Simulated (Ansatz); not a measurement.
PbS (rock salt)

```yaml
crystal:
  lattice:
    - [0.00000, 6.00904, 6.00904]
    - [3.00452, 3.00452, 6.00904]
    - [3.00452, 3.00452, 0.00000]
  atoms:
    - { symbol: S, position: [0.00000, 0.00000, 0.00000] }
    - { symbol: S, position: [0.50000, 0.00000, 0.00000] }
    - { symbol: Pb, position: [0.00000, 0.50000, 0.50000] }
    - { symbol: Pb, position: [0.50000, 0.50000, 0.50000] }
```

A phonon eigenvector at X = (0.5, 0.5, 0.0) is frozen into this cell: atom i moves by Q times the vector below, so Q is the largest atomic displacement, in Å. The cell is held. It is one choice among 2 degenerate patterns. (q is in reciprocal vectors of the primitive cell; the cell shown is doubled to hold the pattern.)

```csv
atom,x,y,z
S1,0.000,0.076,0.000
S2,0.000,-0.076,0.000
Pb3,0.000,1.000,0.000
Pb4,0.000,-1.000,0.000
```

Method: PBE (plane waves to 420 eV, PAW, scalar-relativistic; Ansatz, an electronic-structure program). k mesh 10×10×10 (Γ-centred), Fermi-Dirac smearing 0.05 eV. Energies are smeared free energies. PbS was relaxed with its symmetry unable to fall. Spin-orbit coupling is left out, though Pb is heavy. The PAW data are Ansatz's earlier set. The zero of ΔE is the undisplaced structure.

Question: What ΔE (meV/cell) does the calculation give at Q (Å) = -0.150, -0.060, -0.030, 0.030, 0.090?

Answer: 
```tsv
Q (Å)	ΔE (meV/cell)
-0.150	26.5
-0.060	3.7
-0.030	0.9
0.030	0.9
0.090	8.6
```

(A displaced cell: forces are minus the slopes of the energy, force constants its curvatures, and phonons follow from these.)
